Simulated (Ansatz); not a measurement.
An Ansatz (a program for electronic structure) run. Input:

Ansatz 0.2 input:
```yaml
crystal:
  lattice:
    - [2.7563581325, 1.5913841098, 4.8446901377]
    - [-2.7563581325, 1.5913841098, 4.8446901377]
    - [0.0, -3.1827682195, 4.8446901377]
  atoms:
    - { symbol: In, position: [0.1425548118, 0.1425548118, 0.1425548118] }
    - { symbol: In, position: [0.8574451882, 0.8574451882, 0.8574451882] }
    - { symbol: In, position: [0.3574451882, 0.3574451882, 0.3574451882] }
    - { symbol: In, position: [0.6425548118, 0.6425548118, 0.6425548118] }
    - { symbol: O, position: [0.5457981321, 0.25, 0.9542018679] }
    - { symbol: O, position: [0.4542018679, 0.75, 0.0457981321] }
    - { symbol: O, position: [0.9542018679, 0.5457981321, 0.25] }
    - { symbol: O, position: [0.0457981321, 0.4542018679, 0.75] }
    - { symbol: O, position: [0.25, 0.9542018679, 0.5457981321] }
    - { symbol: O, position: [0.75, 0.0457981321, 0.4542018679] }
kpoints:
  mp_grid: { grid: [6, 6, 6] }
hamiltonian:
  xc: pbesol
  pseudopotentials: { azcp: { folder: ./paw }, kind: paw }
scf:
  occupations: { method: fixed }
elastic: { mode: relaxed_ion, stencil: two_point, amplitude: 0.005, f_tol: 0.0005 }
```

Output (shortened):

```
Pseudopotential: In, paw, valence charge 13
Pseudopotential: O, paw, valence charge 6
Functional definition: PBEsol
Crystal: 10 atoms, lattice volume = 127.505 Å³
Basis set: ecut = 420 eV, 2489 PW (Γ), exchange–correlation on 80×80×80 points (8 copies of the dense FFT grid, shifted against one another)
Bands: 54, of which v1, the nominal top of the filled ones, is band 44 counted from 1 (43 counted from 0)
Symmetry: 12 space group operations
Space group: R-3c (ITA 167), of the structure as read, at distance tolerance 5.0e-5 Å
k-points: 32 of 216
SCF 1 converged in 12 iterations: F = -25467.859775 eV  dr2 = 9.15e-14
relax step   1: F+E_penalty+E_count = -25467.85977517 eV  Δ(F+E_penalty+E_count) = +0.000e0 eV  max|allowed force component| = 1.897e-3 eV/Å  Δτ_max = 0.0000 Å  (12 SCF iters, accepted)
Crystal: 10 atoms, lattice volume = 127.505 Å³
SCF 2 converged in 10 iterations: F = -25467.859776 eV  dr2 = 4.74e-14
relax step   2: F+E_penalty+E_count = -25467.85977591 eV  Δ(F+E_penalty+E_count) = -7.441e-7 eV  max|allowed force component| = 8.465e-4 eV/Å  Δτ_max = 0.0003 Å  (10 SCF iters, accepted)
Crystal: 10 atoms, lattice volume = 127.505 Å³
SCF 3 converged in 8 iterations: F = -25467.859776 eV  dr2 = 2.40e-14
relax step   3: F+E_penalty+E_count = -25467.85977625 eV  Δ(F+E_penalty+E_count) = -3.421e-7 eV  max|allowed force component| = 2.143e-4 eV/Å  Δτ_max = 0.0001 Å  (8 SCF iters, accepted)
Crystal: 10 atoms, lattice volume = 127.505 Å³
SCF 4 converged in 7 iterations: F = -25467.859776 eV  dr2 = 9.64e-14
Crystal: 10 atoms, lattice volume = 126.868 Å³
Basis set: ecut = 420 eV, 2469 PW (Γ), exchange–correlation on 80×80×80 points (8 copies of the dense FFT grid, shifted against one another)
Symmetry: 4 space group operations
k-points: 68 of 216
SCF 5 converged in 12 iterations: F = -25467.856566 eV  dr2 = 1.19e-14
relax step   1: F+E_penalty+E_count = -25467.85656556 eV  Δ(F+E_penalty+E_count) = +0.000e0 eV  max|allowed force component| = 2.894e-2 eV/Å  Δτ_max = 0.0000 Å  (12 SCF iters, accepted)
Crystal: 10 atoms, lattice volume = 126.868 Å³
SCF 6 converged in 10 iterations: F = -25467.856759 eV  dr2 = 1.90e-14
relax step   2: F+E_penalty+E_count = -25467.85675881 eV  Δ(F+E_penalty+E_count) = -1.933e-4 eV  max|allowed force component| = 1.405e-2 eV/Å  Δτ_max = 0.0015 Å  (10 SCF iters, accepted)
Crystal: 10 atoms, lattice volume = 126.868 Å³
SCF 7 converged in 10 iterations: F = -25467.856824 eV  dr2 = 1.12e-14
relax step   3: F+E_penalty+E_count = -25467.85682434 eV  Δ(F+E_penalty+E_count) = -6.553e-5 eV  max|allowed force component| = 3.201e-3 eV/Å  Δτ_max = 0.0011 Å  (10 SCF iters, accepted)
Crystal: 10 atoms, lattice volume = 126.868 Å³
SCF 8 converged in 9 iterations: F = -25467.856827 eV  dr2 = 1.16e-14
relax step   4: F+E_penalty+E_count = -25467.85682704 eV  Δ(F+E_penalty+E_count) = -2.704e-6 eV  max|allowed force component| = 6.754e-4 eV/Å  Δτ_max = 0.0003 Å  (9 SCF iters, accepted)
Crystal: 10 atoms, lattice volume = 126.868 Å³
SCF 9 converged in 7 iterations: F = -25467.856827 eV  dr2 = 2.47e-14
relax step   5: F+E_penalty+E_count = -25467.85682712 eV  Δ(F+E_penalty+E_count) = -7.674e-8 eV  max|allowed force component| = 2.751e-4 eV/Å  Δτ_max = 0.0001 Å  (7 SCF iters, accepted)
Crystal: 10 atoms, lattice volume = 126.868 Å³
SCF 10 converged in 2 iterations: F = -25467.856827 eV  dr2 = 6.22e-14
Crystal: 10 atoms, lattice volume = 128.143 Å³
Basis set: ecut = 420 eV, 2513 PW (Γ), exchange–correlation on 80×80×80 points (8 copies of the dense FFT grid, shifted against one another)
SCF 11 converged in 12 iterations: F = -25467.856747 eV  dr2 = 1.29e-14
relax step   1: F+E_penalty+E_count = -25467.85674659 eV  Δ(F+E_penalty+E_count) = +0.000e0 eV  max|allowed force component| = 2.780e-2 eV/Å  Δτ_max = 0.0000 Å  (12 SCF iters, accepted)
Crystal: 10 atoms, lattice volume = 128.143 Å³
SCF 12 converged in 10 iterations: F = -25467.856975 eV  dr2 = 8.19e-14
relax step   2: F+E_penalty+E_count = -25467.85697498 eV  Δ(F+E_penalty+E_count) = -2.284e-4 eV  max|allowed force component| = 2.310e-3 eV/Å  Δτ_max = 0.0024 Å  (10 SCF iters, accepted)
Crystal: 10 atoms, lattice volume = 128.143 Å³
SCF 13 converged in 8 iterations: F = -25467.856977 eV  dr2 = 7.45e-14
relax step   3: F+E_penalty+E_count = -25467.85697653 eV  Δ(F+E_penalty+E_count) = -1.551e-6 eV  max|allowed force component| = 3.498e-4 eV/Å  Δτ_max = 0.0003 Å  (8 SCF iters, accepted)
Crystal: 10 atoms, lattice volume = 128.143 Å³
SCF 14 converged in 2 iterations: F = -25467.856977 eV  dr2 = 9.95e-14
Crystal: 10 atoms, lattice volume = 126.868 Å³
Basis set: ecut = 420 eV, 2477 PW (Γ), exchange–correlation on 80×80×80 points (8 copies of the dense FFT grid, shifted against one another)
SCF 15 converged in 11 iterations: F = -25467.857157 eV  dr2 = 3.19e-14
relax step   1: F+E_penalty+E_count = -25467.85715683 eV  Δ(F+E_penalty+E_count) = +0.000e0 eV  max|allowed force component| = 5.206e-2 eV/Å  Δτ_max = 0.0000 Å  (11 SCF iters, accepted)
Crystal: 10 atoms, lattice volume = 126.868 Å³
SCF 16 converged in 10 iterations: F = -25467.857528 eV  dr2 = 1.16e-14
relax step   2: F+E_penalty+E_count = -25467.85752841 eV  Δ(F+E_penalty+E_count) = -3.716e-4 eV  max|allowed force component| = 1.860e-2 eV/Å  Δτ_max = 0.0033 Å  (10 SCF iters, accepted)
Crystal: 10 atoms, lattice volume = 126.868 Å³
SCF 17 converged in 9 iterations: F = -25467.857597 eV  dr2 = 6.31e-14
relax step   3: F+E_penalty+E_count = -25467.85759681 eV  Δ(F+E_penalty+E_count) = -6.840e-5 eV  max|allowed force component| = 1.346e-3 eV/Å  Δτ_max = 0.0011 Å  (9 SCF iters, accepted)
Crystal: 10 atoms, lattice volume = 126.868 Å³
SCF 18 converged in 7 iterations: F = -25467.857597 eV  dr2 = 1.77e-14
relax step   4: F+E_penalty+E_count = -25467.85759723 eV  Δ(F+E_penalty+E_count) = -4.147e-7 eV  max|allowed force component| = 1.147e-5 eV/Å  Δτ_max = 0.0001 Å  (7 SCF iters, accepted)
Crystal: 10 atoms, lattice volume = 126.868 Å³
SCF 19 converged in 2 iterations: F = -25467.857597 eV  dr2 = 6.24e-14
Crystal: 10 atoms, lattice volume = 128.143 Å³
Basis set: ecut = 420 eV, 2507 PW (Γ), exchange–correlation on 80×80×80 points (8 copies of the dense FFT grid, shifted against one another)
SCF 20 converged in 11 iterations: F = -25467.857281 eV  dr2 = 1.76e-14
relax step   1: F+E_penalty+E_count = -25467.85728109 eV  Δ(F+E_penalty+E_count) = +0.000e0 eV  max|allowed force component| = 4.876e-2 eV/Å  Δτ_max = 0.0000 Å  (11 SCF iters, accepted)
Crystal: 10 atoms, lattice volume = 128.143 Å³
SCF 21 converged in 10 iterations: F = -25467.857688 eV  dr2 = 2.62e-14
relax step   2: F+E_penalty+E_count = -25467.85768751 eV  Δ(F+E_penalty+E_count) = -4.064e-4 eV  max|allowed force component| = 2.633e-3 eV/Å  Δτ_max = 0.0041 Å  (10 SCF iters, accepted)
Crystal: 10 atoms, lattice volume = 128.143 Å³
SCF 22 converged in 8 iterations: F = -25467.857689 eV  dr2 = 2.92e-14
relax step   3: F+E_penalty+E_count = -25467.85768865 eV  Δ(F+E_penalty+E_count) = -1.141e-6 eV  max|allowed force component| = 1.631e-5 eV/Å  Δτ_max = 0.0002 Å  (8 SCF iters, accepted)
Crystal: 10 atoms, lattice volume = 128.143 Å³
SCF 23 converged in 2 iterations: F = -25467.857689 eV  dr2 = 8.65e-14
Crystal: 10 atoms, lattice volume = 127.504 Å³
SCF 24 converged in 11 iterations: F = -25467.858964 eV  dr2 = 4.46e-14
relax step   1: F+E_penalty+E_count = -25467.85896414 eV  Δ(F+E_penalty+E_count) = +0.000e0 eV  max|allowed force component| = 2.173e-2 eV/Å  Δτ_max = 0.0000 Å  (11 SCF iters, accepted)
Crystal: 10 atoms, lattice volume = 127.504 Å³
SCF 25 converged in 10 iterations: F = -25467.859074 eV  dr2 = 7.63e-15
relax step   2: F+E_penalty+E_count = -25467.85907370 eV  Δ(F+E_penalty+E_count) = -1.096e-4 eV  max|allowed force component| = 7.109e-3 eV/Å  Δτ_max = 0.0015 Å  (10 SCF iters, accepted)
Crystal: 10 atoms, lattice volume = 127.504 Å³
SCF 26 converged in 9 iterations: F = -25467.859098 eV  dr2 = 8.42e-14
relax step   3: F+E_penalty+E_count = -25467.85909796 eV  Δ(F+E_penalty+E_count) = -2.426e-5 eV  max|allowed force component| = 2.728e-3 eV/Å  Δτ_max = 0.0010 Å  (9 SCF iters, accepted)
Crystal: 10 atoms, lattice volume = 127.504 Å³
SCF 27 converged in 9 iterations: F = -25467.859101 eV  dr2 = 1.01e-14
relax step   4: F+E_penalty+E_count = -25467.85910093 eV  Δ(F+E_penalty+E_count) = -2.969e-6 eV  max|allowed force component| = 8.703e-4 eV/Å  Δτ_max = 0.0004 Å  (9 SCF iters, accepted)
Crystal: 10 atoms, lattice volume = 127.504 Å³
SCF 28 converged in 8 iterations: F = -25467.859101 eV  dr2 = 1.09e-14
relax step   5: F+E_penalty+E_count = -25467.85910113 eV  Δ(F+E_penalty+E_count) = -2.010e-7 eV  max|allowed force component| = 7.566e-5 eV/Å  Δτ_max = 0.0001 Å  (8 SCF iters, accepted)
Crystal: 10 atoms, lattice volume = 127.504 Å³
SCF 29 converged in 2 iterations: F = -25467.859101 eV  dr2 = 6.26e-14
Crystal: 10 atoms, lattice volume = 127.504 Å³
Basis set: ecut = 420 eV, 2491 PW (Γ), exchange–correlation on 80×80×80 points (8 copies of the dense FFT grid, shifted against one another)
SCF 30 converged in 11 iterations: F = -25467.858966 eV  dr2 = 5.56e-14
relax step   1: F+E_penalty+E_count = -25467.85896630 eV  Δ(F+E_penalty+E_count) = +0.000e0 eV  max|allowed force component| = 2.164e-2 eV/Å  Δτ_max = 0.0000 Å  (11 SCF iters, accepted)
Crystal: 10 atoms, lattice volume = 127.504 Å³
SCF 31 converged in 10 iterations: F = -25467.859103 eV  dr2 = 1.82e-14
relax step   2: F+E_penalty+E_count = -25467.85910326 eV  Δ(F+E_penalty+E_count) = -1.370e-4 eV  max|allowed force component| = 1.722e-3 eV/Å  Δτ_max = 0.0028 Å  (10 SCF iters, accepted)
Crystal: 10 atoms, lattice volume = 127.504 Å³
SCF 32 converged in 8 iterations: F = -25467.859104 eV  dr2 = 3.30e-14
relax step   3: F+E_penalty+E_count = -25467.85910379 eV  Δ(F+E_penalty+E_count) = -5.246e-7 eV  max|allowed force component| = 2.094e-4 eV/Å  Δτ_max = 0.0001 Å  (8 SCF iters, accepted)
Crystal: 10 atoms, lattice volume = 127.504 Å³
SCF 33 converged in 2 iterations: F = -25467.859104 eV  dr2 = 7.33e-14
SCF converged after 7 iterations
Stability not checked: this state was not tested for a lower state beside it, because too few of the mixer's solves of this state at the end of the SCF gave a …
Free energy (F): -25467.859776 eV
Harris-Foulkes:  -25467.859776 eV  (|F-HF|=1.09e-11)
Internal energy: -25467.859776 eV  (E = F + TS)
E sigma→0 (E₀):  -25467.859776 eV
Fermi energy:    8.727738 eV
--- Per-component energies (eV) ---
  E_band       = 20.680543
  E_kinetic    = 1891.022365
  E_local      = -5620.673468  (includes V_loc(G=0)·N_el)
  E_nonlocal   = 1640.241780
  E_hartree    = 2198.629998
  E_xc         = -984.003670
  E_vxc        = -895.541655  (∫ρ·V_xc dr)
  E_paw        = -17510.954589  (= ΣΔE_a)
  E_vpaw       = -1391.633225  (= ΣTr[D̂ρ^β])
  E_aug_tail   = 0.004768  (compensation charges beyond the density's cutoff)
  E_ewald      = -7083.282302
  E_core_change = 1.155341  (= ΣΔE_core)
  E_smearing   =  0.000000  (= −TS)
  E_closure    =  0.000000  (closes the sum)
  Σ components = -25467.859776   (vs F -25467.859776, Δ=0.00e0)
--- Forces (eV/Å), atoms counted from 1 ---
  atom   1  In     0.00000000     0.00000000    -0.00021437
  atom   2  In     0.00000000     0.00000000     0.00021437
  atom   3  In     0.00000000     0.00000000     0.00021437
  atom   4  In     0.00000000     0.00000000    -0.00021437
  atom   5  O      0.00006211     0.00010758     0.00000000
  atom   6  O     -0.00006211    -0.00010758     0.00000000
  atom   7  O     -0.00012422     0.00000000     0.00000000
  atom   8  O      0.00012422     0.00000000     0.00000000
  atom   9  O      0.00006211    -0.00010758     0.00000000
  atom  10  O     -0.00006211     0.00010758     0.00000000
  max |Σ_I F_I| component: 5.14e-18 eV/Å
--- Stress (GPa, compression-positive) ---
       -0.000318       0.000000       0.000000
        0.000000      -0.000318       0.000000
        0.000000       0.000000       0.009045
  P = ⅓ Tr σ = 0.0028 GPa (0.028 kbar)
--- Band table (eV; the first three rows and the last of 32) ---
  k-point 0: bands = ["-8.8054", "-7.8990", "-7.8990", "-7.6857", "-7.6857", "-7.5982", "-3.5385", "-3.5385", "-3.3859", "-3.3807", "-3.3807", "-3.2507", "-3.2260", "-3.2260", "-3.1826", "-3.1826", "-3.1285", "-3.1285", "-3.0133", "-3.0103", "-3.0103", …
  k-point 1: bands = ["-8.7278", "-7.8901", "-7.8840", "-7.7561", "-7.7022", "-7.6239", "-3.5219", "-3.5079", "-3.4092", "-3.3890", "-3.3596", "-3.2683", "-3.2144", "-3.2097", "-3.2022", "-3.1861", "-3.1400", "-3.1263", "-3.0339", "-3.0079", "-3.0063", …
  k-point 2: bands = ["-8.5167", "-7.9568", "-7.8569", "-7.8397", "-7.7468", "-7.6884", "-3.4993", "-3.4596", "-3.4047", "-3.3810", "-3.3347", "-3.2890", "-3.2531", "-3.2319", "-3.1937", "-3.1846", "-3.1329", "-3.1100", "-3.0727", "-3.0088", "-3.0014", …
  k-point 31: bands = ["-8.2403", "-8.2403", "-7.7948", "-7.7948", "-7.7948", "-7.7948", "-3.4359", "-3.4359", "-3.4192", "-3.4192", "-3.4192", "-3.4192", "-3.2488", "-3.2488", "-3.2488", "-3.2488", "-3.0262", "-3.0262", "-3.0262", "-3.0262", "-2.9075", …
--- Elastic constants: 3 strain directions × 2 members + reference (group order 12) ---
  dense FFT box of the reference and of every strained cell: 40×40×40
  strains applied: 11, 33, 23; error gains …
  reference relaxed by the batch: 3 steps …
  largest displacement 1.7e-4 Å; the constants are those of the deck's cell at these positions:
  atoms:
    - { symbol: In, position: [0.14256391783976613, 0.14256391783976613, 0.14256391783976616] }
    - { symbol: In, position: [0.8574360821602338, 0.8574360821602338, 0.8574360821602341] }
    - { symbol: In, position: [0.35743608216023376, 0.35743608216023376, 0.35743608216023387] }
    - { symbol: In, position: [0.6425639178397661, 0.6425639178397661, 0.6425639178397661] }
    - { symbol: O, position: [0.5458295780506477, 0.24999999999999994, 0.9541704219493525] }
    - { symbol: O, position: [0.4541704219493524, 0.75, 0.04582957805064769] }
    - { symbol: O, position: [0.9541704219493524, 0.5458295780506477, 0.25] }
    - { symbol: O, position: [0.045829578050647635, 0.4541704219493524, 0.7500000000000001] }
    - { symbol: O, position: [0.2499999999999999, 0.9541704219493523, 0.5458295780506477] }
    - { symbol: O, position: [0.75, 0.045829578050647524, 0.4541704219493525] }
  C = ∂σ_k/∂η_j (tension-positive GPa; Voigt order 11 22 33 23 13 12):
       281.898    150.554    113.358      7.342      0.000      0.000
       150.554    281.898    113.358     -7.342      0.000      0.000
       113.368    113.368    209.203      0.000      0.000      0.000
         7.330     -7.330      0.000     60.642      0.000      0.000
         0.000      0.000      0.000      0.000     60.642      7.330
         0.000      0.000      0.000      0.000      7.342     65.672
  reference stress σ⁰ (GPa):      0.000      0.000     -0.009      0.000      0.000      0.000
  moduli (Voigt/Reuss/Hill, GPa): K = 169.73/162.98/166.35   G = 63.77/62.48/63.13   E = 168.11   ν = 0.332
  mechanically stable: yes (min eigenvalue of sym C = 55.40 GPa)
  strain η (Voigt 11):  stress-route row diagonal C_11 = 281.90 GPa, energy-path curvature d²(F+E_count+ΔE)/dδ²/Ω₀ = 281.86 GPa
         δ    σ_11 (GPa)             F (eV)   n_scf  n_hpsi   n_pw
    -5.000e-3      -1.4223      -25467.8568271       2   31079   2500   relax 5 steps, max|allowed force component| 2.75e-4 eV/Å
     5.000e-3       1.3967      -25467.8569765       2   31052   2522   relax 3 steps, max|allowed force component| 3.50e-4 eV/Å
  strain η (Voigt 33):  stress-route row diagonal C_33 = 209.20 GPa, energy-path curvature d²(F+E_count+ΔE)/dδ²/Ω₀ = 209.14 GPa
         δ    σ_33 (GPa)             F (eV)   n_scf  n_hpsi   n_pw
    -5.000e-3      -1.0593      -25467.8575972       2   14557   2502   relax 4 steps, max|allowed force component| 1.15e-5 eV/Å
     5.000e-3       1.0328      -25467.8576886       2   14690   2520   relax 3 steps, max|allowed force component| 1.63e-5 eV/Å
  strain η (Voigt 23):  stress-route row diagonal C_44 = 60.64 GPa, energy-path curvature d²(F+E_count+ΔE)/dδ²/Ω₀ = 60.64 GPa
         δ    σ_23 (GPa)             F (eV)   n_scf  n_hpsi   n_pw
    -5.000e-3      -0.3039      -25467.8591011       2   31058   2516   relax 5 steps, max|allowed force component| 7.57e-5 eV/Å
     5.000e-3       0.3025      -25467.8591038       2   31055   2512   relax 3 steps, max|allowed force component| 2.09e-4 eV/Å
```

Cost: roughly 11 core-minutes on shared cores.

The workflow started from a Materials Project entry (that database holds measured and hypothetical structures alike); the Crystallography Open Database files this formula in space group No. 167, but the cells were not matched. It is not the phase usual at ambient conditions (space group No. 206). Symmetry was held in the PBEsol relaxation; its stability against distortions is not shown here. Scalar-relativistic: spin–orbit coupling is off unless named, which matters more the heavier the elements.

Potentials: the earlier of the program's two PAW sets.

Ansatz is a plane-wave DFT program.
